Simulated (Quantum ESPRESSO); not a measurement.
## Mo4Se6S2 (input and log of a self-consistent run)

A calculation, not a measurement. The program is pw.x of Quantum ESPRESSO 7.5 (plane-wave density functional theory). The cell is made up: 12 atoms on a layered 2H lattice, with randomly drawn elements, strain and displacements, not relaxed. PseudoDojo standard norm-conserving files (v0.5 for PBE, v0.4.1 for LDA and PBEsol) set the functional; there is no spin polarisation, spin-orbit coupling or dispersion term, and the masses in the input are unused placeholders.

Input:

```
&control calculation='scf', pseudo_dir='./dojo.nc.sr.pbe.v0_5.standard.upf', outdir='./o', disk_io='medium', tprnfor=.true., tstress=.true. /
&system ibrav=0, nat=12, ntyp=3, nbnd=88, ecutwfc=85.99341389, nosym=.true., tot_charge=0,
 occupations='smearing', smearing='fd', degauss=0.0018374661
/
&electrons conv_thr=7.350e-09, electron_maxstep=60, /
ATOMIC_SPECIES
Mo 1.0 Mo.upf
S 1.0 S.upf
Se 1.0 Se.upf
CELL_PARAMETERS angstrom
3.1675 -0.0304 -0.0413
-0.0526 5.4664 0.0419
-0.1651 0.0966 13.0
ATOMIC_POSITIONS angstrom
Mo -0.057 1.8415 3.2845
Mo 1.4162 0.9737 9.7337
Mo 1.5129 4.6437 3.34
Mo -0.2053 3.7296 9.8388
Se -0.1415 1.8957 8.1856
Se -0.1706 1.9249 11.3882
Se 1.553 1.0086 1.717
Se 1.3766 0.9529 4.8864
Se 1.3161 4.5977 8.0836
S 1.5147 4.6176 11.5344
Se -0.1031 3.7181 1.6395
S -0.1769 3.6389 4.8409
K_POINTS automatic
7 4 2 1 1 1
```

The log is shortened where brackets say so; the opening notice, blank lines, dates and the lines on written files are dropped, and the path of the files is cut. It prints rydbergs, bohrs and kilobars, and counts compression as positive stress.

```
     Program PWSCF v.7.5
     Parallel version (MPI & OpenMP), running on       1 processor cores
     Number of MPI processes:                 1
     Threads/MPI process:                     1
     [start-up lines left out]
     bravais-lattice index     =            0
     lattice parameter (alat)  =       5.9865  a.u.
     unit-cell volume          =    1518.5252 (a.u.)^3
     number of atoms/cell      =           12
     number of atomic types    =            3
     number of electrons       =       164.00
     number of Kohn-Sham states=           88
     kinetic-energy cutoff     =      85.9934  Ry
     charge density cutoff     =     343.9737  Ry
     scf convergence threshold =      7.3E-09
     mixing beta               =       0.7000
     number of iterations used =            8  plain     mixing
     Exchange-correlation= PBE
                           (   1   4   3   4   0   0   0)
     [axes and pseudopotential details left out]
   Cartesian axes
     site n.     atom                  positions (alat units)
         1        Mo     tau(   1) = (  -0.0179929   0.5812971   1.0368018  )
         2        Mo     tau(   2) = (   0.4470448   0.3073630   3.0725887  )
         3        Mo     tau(   3) = (   0.4775696   1.4658537   1.0543212  )
         4        Mo     tau(   4) = (  -0.0648060   1.1773043   3.1057650  )
         5        Se     tau(   5) = (  -0.0446666   0.5984062   2.5839076  )
         6        Se     tau(   6) = (  -0.0538525   0.6076236   3.5948564  )
         7        Se     tau(   7) = (   0.4902278   0.3183797   0.5419968  )
         8        Se     tau(   8) = (   0.4345445   0.3007972   1.5424656  )
         9        Se     tau(   9) = (   0.4154467   1.4513331   2.5517098  )
        10        S      tau(  10) = (   0.4781378   1.4576148   3.6410067  )
        11        Se     tau(  11) = (  -0.0325451   1.1736741   0.5175328  )
        12        S      tau(  12) = (  -0.0558411   1.1486735   1.5281028  )
     number of k points=    28  Fermi-Dirac smearing, width (Ry)=  0.0018
                       cart. coord. in units 2pi/alat
        k(    1) = (   0.0729348   0.0726725   0.0613077), wk =   0.0714286
        k(    2) = (   0.0713546   0.0735914  -0.0605621), wk =   0.0714286
     [further k points left out]
     Dense  grid:   163685 G-vectors     FFT dimensions: (  36,  64, 150)
     Estimated max dynamical RAM per process >     312.64 MB
     Initial potential from superposition of free atoms
     starting charge     163.9938, renormalised to     164.0000
     Starting wfcs are  102 randomized atomic wfcs
     total cpu time spent up to now is       40.4 secs
     per-process dynamical memory:   172.0 Mb
     Self-consistent Calculation
     iteration #  1     ecut=    85.99 Ry     beta= 0.70
     Davidson diagonalization with overlap
     ethr =  1.00E-02,  avg # of iterations =  2.0
     Threshold (ethr) on eigenvalues was too large:
     Diagonalizing with lowered threshold
     Davidson diagonalization with overlap
     ethr =  6.07E-04,  avg # of iterations =  2.0
     total cpu time spent up to now is      239.9 secs
     total energy              =   -2061.05352068 Ry
     estimated scf accuracy    <       1.03422945 Ry
     iteration #  2     ecut=    85.99 Ry     beta= 0.70
     Davidson diagonalization with overlap
     ethr =  6.31E-04,  avg # of iterations =  7.4
     total cpu time spent up to now is      379.5 secs
     total energy              =   -2060.09302715 Ry
     estimated scf accuracy    <       9.45470653 Ry
     iteration #  3     ecut=    85.99 Ry     beta= 0.70
     Davidson diagonalization with overlap
     ethr =  6.31E-04,  avg # of iterations =  6.4
     total cpu time spent up to now is      502.2 secs
     total energy              =   -2061.44188632 Ry
     estimated scf accuracy    <       0.66847416 Ry
     iteration #  4     ecut=    85.99 Ry     beta= 0.70
     Davidson diagonalization with overlap
     ethr =  4.08E-04,  avg # of iterations =  8.8
     total cpu time spent up to now is      612.3 secs
     total energy              =   -2061.49008356 Ry
     estimated scf accuracy    <       0.60889676 Ry
     iteration #  5     ecut=    85.99 Ry     beta= 0.70
     Davidson diagonalization with overlap
     ethr =  3.71E-04,  avg # of iterations =  2.9
     total cpu time spent up to now is      702.7 secs
     total energy              =   -2061.54148619 Ry
     estimated scf accuracy    <       0.07204032 Ry
     [iterations 6 to 15 left out]
     iteration # 16     ecut=    85.99 Ry     beta= 0.70
     Davidson diagonalization with overlap
     ethr =  2.57E-10,  avg # of iterations =  2.4
     total cpu time spent up to now is     1799.7 secs
     total energy              =   -2061.55678517 Ry
     estimated scf accuracy    <       0.00000010 Ry
     iteration # 17     ecut=    85.99 Ry     beta= 0.70
     Davidson diagonalization with overlap
     ethr =  6.36E-11,  avg # of iterations =  3.2
     total cpu time spent up to now is     1888.1 secs
     total energy              =   -2061.55678517 Ry
     estimated scf accuracy    <       0.00000005 Ry
     iteration # 18     ecut=    85.99 Ry     beta= 0.70
     Davidson diagonalization with overlap
     ethr =  3.00E-11,  avg # of iterations =  4.4
     total cpu time spent up to now is     1979.4 secs
     total energy              =   -2061.55678517 Ry
     estimated scf accuracy    <       0.00000006 Ry
     iteration # 19     ecut=    85.99 Ry     beta= 0.70
     Davidson diagonalization with overlap
     ethr =  3.00E-11,  avg # of iterations =  2.9
     total cpu time spent up to now is     2074.3 secs
     total energy              =   -2061.55678518 Ry
     estimated scf accuracy    <       0.00000001 Ry
     iteration # 20     ecut=    85.99 Ry     beta= 0.70
     Davidson diagonalization with overlap
     ethr =  7.95E-12,  avg # of iterations =  2.8
     total cpu time spent up to now is     2168.7 secs
     End of self-consistent calculation
     [lines on levels left out]
!    total energy              =   -2061.55678518 Ry
     estimated scf accuracy    <          4.5E-09 Ry
     smearing contrib. (-TS)   =      -0.00000000 Ry
     internal energy E=F+TS    =   -2061.55678518 Ry
     The total energy is F=E-TS. E is the sum of the following terms:
     one-electron contribution =   -1134.05768565 Ry
     hartree contribution      =     628.83590309 Ry
     xc contribution           =    -386.67802012 Ry
     ewald contribution        =   -1169.65698250 Ry
     convergence has been achieved in  20 iterations
     Forces acting on atoms (cartesian axes, Ry/au):
     atom    1 type  1   force =    -0.04578101    0.10471104    0.04295318
     atom    2 type  1   force =     0.01361624   -0.06995951    0.07143764
     atom    3 type  1   force =    -0.05734488   -0.09801173   -0.02185132
     atom    4 type  1   force =     0.01829632    0.07134407    0.02348760
     atom    5 type  3   force =    -0.02655040    0.02315029   -0.08905197
     atom    6 type  3   force =     0.01340297   -0.03010413    0.08145554
     atom    7 type  3   force =    -0.03003659   -0.03581462   -0.14899436
     atom    8 type  3   force =     0.07606292   -0.00548133    0.12410875
     atom    9 type  3   force =     0.01644598    0.00134866   -0.01008805
     atom   10 type  2   force =    -0.03604539    0.00486627   -0.07805832
     atom   11 type  3   force =     0.00984926    0.01556435   -0.02156983
     atom   12 type  2   force =     0.04808458    0.01838663    0.02617113
     Total force =     0.344763     Total SCF correction =     0.000446
     Computing stress (Cartesian axis) and pressure
          total   stress  (Ry/bohr**3)                   (kbar)     P=      149.82
   0.00102183   0.00003596   0.00025574          150.32        5.29       37.62
   0.00003596   0.00106509  -0.00005017            5.29      156.68       -7.38
   0.00025574  -0.00005017   0.00096836           37.62       -7.38      142.45
     init_run     :     37.45s CPU     40.22s WALL (       1 calls)
     electrons    :   2041.22s CPU   2128.41s WALL (       1 calls)
     forces       :     17.80s CPU     18.03s WALL (       1 calls)
     stress       :     50.14s CPU     51.72s WALL (       1 calls)
     [timing details left out]
     PWSCF        :  35m46.96s CPU  37m19.18s WALL
     JOB DONE.
```

In other units: free energy -28048.909 eV for the cell, pressure 14.98 GPa, largest force component 3.831 eV/Å. A rerun of this cell at a cutoff of 1467 eV and k mesh 9 x 6 x 4 moved values by no more than 0.002 eV in energy, 0.02 GPa in stress and 0.005 eV/Å in force.